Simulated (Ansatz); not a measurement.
Ti3AlB (anti-perovskite, Pm-3m) at seven volumes, DFT-PBE in the program Ansatz with PAW potentials, scaled uniformly. One row is withheld.

```
V (Å³/atom)  P (GPa)
-----------  -------
14.160         14.72
14.627             ?
15.094          4.20
15.561          0.01
16.028         -3.60
16.495         -6.71
16.961         -9.39
```

Problem. Fit the shown pressures and predict the withheld one.

Solution. Third-order Birch–Murnaghan: P = (3/2)B₀(x^(7/2) − x^(5/2))[1 + (3/4)(B′ − 4)(x − 1)] with x = (V₀/V)^(2/3). Least squares on the six rows gives V₀ = 15.562 Å³/atom, B₀ = 129.3 GPa, B′ = 3.95. At V = 14.627, x = 1.0422 and P = 9.06 GPa. The run itself gave 9.07 GPa.

The start of the workflow was typed in or built on a structure type; neither database checked (COD, Materials Project) lists it. Its standing as an ambient phase is unchecked. Symmetry was held in the PBE relaxation; whether a distortion lowers the energy is not shown. The run is not spin-polarised.

Potentials: the earlier of the program's two PAW sets.
